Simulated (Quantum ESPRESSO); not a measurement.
Field gradients of BaSrYNbO$_{6}$ from PBE PAW (JTH datasets; density from pw.x of a modified build of Quantum ESPRESSO, gradients reconstructed from it by a script). The input of pw.x:

```
&CONTROL
  calculation = 'scf'
  prefix = 'x'
  pseudo_dir = './pseudo'
  outdir = './out'
  tprnfor = .true.
/
&SYSTEM
  ibrav = 0
  nat = 10
  ntyp = 5
  ecutwfc = 45
  ecutrho = 180
  occupations = 'fixed'
  nbnd = 44
/
&ELECTRONS
  conv_thr = 1e-11
/
ATOMIC_SPECIES
Ba 137.327 Ba.GGA_PBE-JTH.UPF
Sr 87.620 Sr.GGA_PBE-JTH.UPF
Y 88.906 Y.GGA_PBE-JTH.UPF
Nb 92.906 Nb.GGA_PBE-JTH.UPF
O 15.999 O.GGA_PBE-JTH.UPF
CELL_PARAMETERS angstrom
    0.000000000000     4.167415700000     4.294989650000
    4.294989650000     0.000000000000     4.294989650000
    4.294989650000     4.167415700000     0.000000000000
ATOMIC_POSITIONS crystal
Ba     0.250000000000     0.250000000000     0.250000000000
Sr     0.750000000000     0.750000000000     0.750000000000
Y      0.500000000000     0.500000000000     0.500000000000
Nb     0.000000000000    -0.000000000000    -0.000000000000
O      0.764305496600     0.235694503400     0.235694503400
O      0.763149348000     0.236850652000     0.763149348000
O      0.235694503400     0.764305496600     0.764305496600
O      0.236850652000     0.763149348000     0.236850652000
O      0.764305496600     0.764305496600     0.235694503400
O      0.235694503400     0.235694503400     0.764305496600
K_POINTS automatic
5 5 5 0 0 0
```
The cell was made here from a computed Materials Project entry: strained by -2 % along the cube axis and by +1 % across it, atoms relaxed (PBE without dispersion, pw.x of Quantum ESPRESSO, symmetry kept). The parent is BaSrYNbO6 in F-43m; whether this form has been observed was not checked. Stability against distortions was not tested. The run has no spin polarisation.

Vzz is the sum of three terms, each taken along its main axis: the smooth valence density, the ions (nucleus and frozen core) with the augmentation charges of all other spheres, and the all-electron minus smooth density in the atom's own sphere. The split hangs on the datasets.  Cores are frozen. Against all-electron runs on small test molecules, this scheme's |Vzz| missed by −2 to +6 % on O. Ba, Y, Nb had no test against all-electron runs. Spin–orbit coupling is left out, a limit on Ba.

| site | smooth valence density | ions and other spheres | own sphere | Vzz (a.u.) |
|---|---|---|---|---|
| Ba (atom 1) | 0.004 | -0.003 | ? | ? |
| Y (atom 3) | -0.039 | 0.036 | ? | ? |
| Nb (atom 4) | -0.034 | 0.034 | ? | ? |
| O1 (atoms 5, 7, 9, 10) | 0.326 | -0.304 | ? | ? |
| O2 (atoms 6, 8) | -0.674 | 0.637 | ? | ? |

### Question
Complete the blanks.

### Answer

- Ba (atom 1), own sphere: -0.026
- Ba (atom 1), Vzz (a.u.): -0.026
- Y (atom 3), own sphere: -0.561
- Y (atom 3), Vzz (a.u.): -0.564
- Nb (atom 4), own sphere: -0.609
- Nb (atom 4), Vzz (a.u.): -0.609
- O1 (atoms 5, 7, 9, 10), own sphere: 0.104
- O1 (atoms 5, 7, 9, 10), Vzz (a.u.): 0.126
- O2 (atoms 6, 8), own sphere: -0.211
- O2 (atoms 6, 8), Vzz (a.u.): -0.247
